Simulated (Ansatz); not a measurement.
KBr (rock salt)

```xyz
2
Lattice="0.0000 3.3041 3.3041 3.3041 0.0000 3.3041 3.3041 3.3041 0.0000" Properties=species:S:1:pos:R:3 pbc="T T T"
Br     0.0000     0.0000     0.0000
K      3.3041     3.3041     3.3041
```

The slice is a {100} plane (indices of the conventional cell) through the point (0.000, 0.000, 0.000) (fractional), spanned by u = [100] and v = [0 1 -1] in vectors of this cell: u (4.67 Å) and v (4.67 Å, at 90° to u). It covers one period; positions are fractions (u, v).

All values below come from r2SCAN (plane waves to 500 eV, PAW, scalar-relativistic; Ansatz, a first-principles code). k mesh 9×9×9. Inside the PAW spheres the values are not all-electron values, and peaks at nuclei hang on which shells count as valence. KBr was relaxed with its symmetry unable to fall.

Task: What is the ELF at the density minimum of the shortest Br–K line in this plane (3.30 Å)?

Result: 0.0.

Task: What is the valence density on the shortest Br–K line in this plane (3.30 Å), at its minimum between the atoms?

Result: 0.07 e/Å³.

Task: Sketch the valence electron density on this plane as a map.

Result: 
```
|=+*###*+=-:.     .:-=+*###*+|
|**####*+=-:.     .:-=+*####*|
|#####*+==-:.     .:-==+*####|
|####**+=-::.     .::-=+**###|
|###**+==-::.......::-==+**##|
|***++==-:::::::::::::-==++**|
|+++===--:::--===--:::--===++|
|====--:::-==+++++==-:::--===|
|----::::-=+**###**+=-::::---|
|::::::::=+*#%%%%%#*+=:::::::|
|......:-=*#%@@@@@%#*=-:.....|
|     .:-+*%@@@@@@@%*+-:.    |
|     .:=+#%@@@@@@@%#+=:.    |
|     .:=+#%@@@@@@@%#+=:.    |
|     .:=+#%@@@@@@@%#+=:.    |
|     .:-+*%@@@@@@@%*+-:.    |
|......:-=*#%@@@@@%#*=-:.....|
|::::::::=+*#%%%%%#*+=:::::::|
|----::::-=+**###**+=-::::---|
|====--:::-==+++++==-:::--===|
|+++===--:::--===--:::--===++|
|***++==-:::::::::::::-==++**|
|###**+==-::.......::-==+**##|
|####**+=-::.     .::-=+**###|
|#####*+==-:.     .:-==+*####|
|**####*+=-:.     .:-=+*####*|
|=+*###*+=-:.     .:-=+*###*+|
|:=*###*+=-:.     .:-=+*###*=|
```
Scale: ten equal steps from -1.80 (start of ' ') to 0.62 (end of '@'), in the order ' .:-=+*#%@'. Values: log₁₀ of the valence density in e/Å³. The map has 28 points along u (one character each, u = 0 at the left) and 28 along v (v = 0 in the bottom row). The scale is logarithmic, as a density can span decades between atoms and voids.
